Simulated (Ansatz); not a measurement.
**Ba₃B₂O₆: ¹¹B NMR of the central transition**

Cell: a Materials Project structure (computed, not necessarily an observed phase).

Space group R-3c:H (No. 167); a = 9.5748, c = 13.5267 Å, γ = 120.00°.

```csv
site,Wyckoff,site symmetry,x,y,z
Ba,18e,.2,0.6816,0.6667,0.4167
B,12c,3.,0.0000,0.0000,0.8860
O,36f,1,0.4763,0.6614,0.5531
```

One atom of each set is listed; the run and its k-mesh use a cell of 22 atoms with edges of 7.13, 7.13, 7.13 Å.

Computed with Ansatz: DFT, PBE, plane waves and PAW, scalar-relativistic, 420 eV cutoff, Γ-centred 3×3×3 k-points, Fermi–Dirac smearing 0.02 eV.

¹¹B has I = 3/2 and Q = 40.59 mb (Pyykkö 2018); at 11.7 T its Larmor frequency is ν₀ = 159.9 MHz. Only the quadrupole interaction is simulated: positions count from each site's isotropic chemical shift, and J coupling is left out, as are shift anisotropy and dipolar coupling, which fast spinning averages.

**Question.** What does the ¹¹B spectrum (fast magic-angle spinning) show for each site?

**Answer.** 

```
site    first shell  C_Q (MHz)     η  P_Q (MHz)  δ_QIS (ppm)  breadth (kHz)
   B  3 O at 1.39 Å       2.46  0.00       2.46        -5.92           2.03
```

δ_QIS = −(ν_Q²/30ν₀²)[I(I+1) − 3/4](1 + η²/3) × 10⁶ ppm with ν_Q = 3|C_Q|/[2I(2I−1)]; it falls as 1/B₀² in ppm, and the breadth as 1/B₀ in kHz.

An axis of threefold or higher order runs through B, so V_zz lies along it and η is zero.

The largest force is 0.3 eV/Å, so the atoms aren't at the calculated equilibrium and relaxing them would move these values.
